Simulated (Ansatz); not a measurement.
A geometry of V away from equilibrium: step 2 of the relaxation of a relaxed V cell, doubled along one cell vector, shaken by Gaussian noise of σ = 0.08 Å a coordinate. Method: r2SCAN (plane waves to 500 eV, PAW, scalar-relativistic; Ansatz, a quantum-chemistry and plane-wave program). Γ-centred k-mesh 14×7×7 on the run's cell (coarser than for final values), Fermi–Dirac smearing 0.05 eV.

```xyz
4
Lattice="2.6057 0.0082 -0.0115 -2.5914 4.4826 0.0054 -0.0207 -0.0063 4.6324" Properties=species:S:1:pos:R:3:forces:R:3 pbc="T T T" free_energy=-11667.168 pressure_GPa=2.1
V     -0.0884     1.4926     1.0728   -0.1732    0.6396   -0.4448
V     -1.3606     3.8496     1.1000   -0.4836   -0.2837   -0.4346
V      1.4296     0.7682     3.3472    0.1995   -0.3648    0.4654
V      0.0159     2.9636     3.3676    0.4572    0.0089    0.4140
```

Positions in Å, forces in eV/Å, free energy of the cell in eV (comparable only within this code, potentials and settings). Largest force: 0.80 eV/Å, on V1 (atoms numbered as listed); the geometry lies 0.27 eV/atom above the end of its relaxation.

No spin polarisation in the result.

Of the parent cell (P6₃/mmc (No. 194)): it is a generated cell of V: the first start was made by placing the elements on the sites of a structure type, and the end was not matched to a known phase here, so it may be hypothetical. Known forms of V include space group No. 229.
